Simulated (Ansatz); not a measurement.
Input deck for Ansatz 0.2.0, then the block of the output on the nuclei.

The cell is an entry of the Crystallography Open Database (COD), its atoms then relaxed with PBE in this cell.

```yaml
crystal:
  lattice:
    - [0.0, 2.5575, 2.5575]
    - [2.5575, 0.0, 2.5575]
    - [2.5575, 2.5575, 0.0]
  atoms:
    - { symbol: Hf, position: [0.0, 0.0, 0.0] }
    - { symbol: O, position: [0.25, 0.25, 0.25] }
    - { symbol: O, position: [0.75, 0.75, 0.75] }
kpoints:
  mp_grid: { grid: [10, 10, 10] }
scf:
  occupations: { method: fermi_dirac, width: 0.02 }
hamiltonian:
  xc: r2scan
  pseudopotentials: { kind: paw }
output:
  forces: true
  stress: true
  populations: true
  efg:
    quadrupole_moments_barn: { Hf: 3.365, O: -0.02558 }
    contact_densities: true
  write_density: true
  write_potential: true
  elf: true
  volumetric_format: npy
```

```sh
ansatz run input.yaml --threads 1 --pin off --max-ram 3072MiB --backend cpu --events-out ev --progress --plain --runs-dir out
```

Of the output, the block on the nuclei alone is shown; the set-up, the SCF iterations, energies, forces and stress are cut.

```
--- PAW observables at the nuclei: V_zz in 10²¹ V/m², potentials from the cell's mean, atoms counted from 1 ---
  atom   1  Hf V_zz =    -0.000000   η = 0.0000   by run symmetry: forbidden   C_q = -0.0000 MHz
            electrostatic potential = -14180.822115 V   contact ρ = 7525022.427867 e/Å³
  atom   2  O  V_zz =    +0.000000   η = 0.0000   by run symmetry: forbidden   C_q = -0.0000 MHz
            electrostatic potential = -631.355417 V   contact ρ = 2151.261554 e/Å³
  atom   3  O  V_zz =    -0.000000   η = 0.0000   by run symmetry: forbidden   C_q = +0.0000 MHz
            electrostatic potential = -631.355417 V   contact ρ = 2151.261554 e/Å³
```

The run took 6.2 s of wall time (6.1 s of CPU time) and 0.52 GiB at its peak, on 1 thread of Intel Xeon Platinum 8488C (Sapphire Rapids) (x86_64; 16 cores open to the job, memory cap 3.0 GiB, no GPU), a shared host with a load of 0.3 a core.

At this cell the r2SCAN pressure is -8 GPa, so with r2SCAN the cell would shrink if it were relaxed. The entry's cell may itself be off. This high-symmetry form of HfO2 is unstable when cold, to shifts of the oxygen columns, towards the tetragonal form. The symmetry of the cell holds that distortion back, wholly or in part, and it would change the field gradients, the more the larger the distortion.
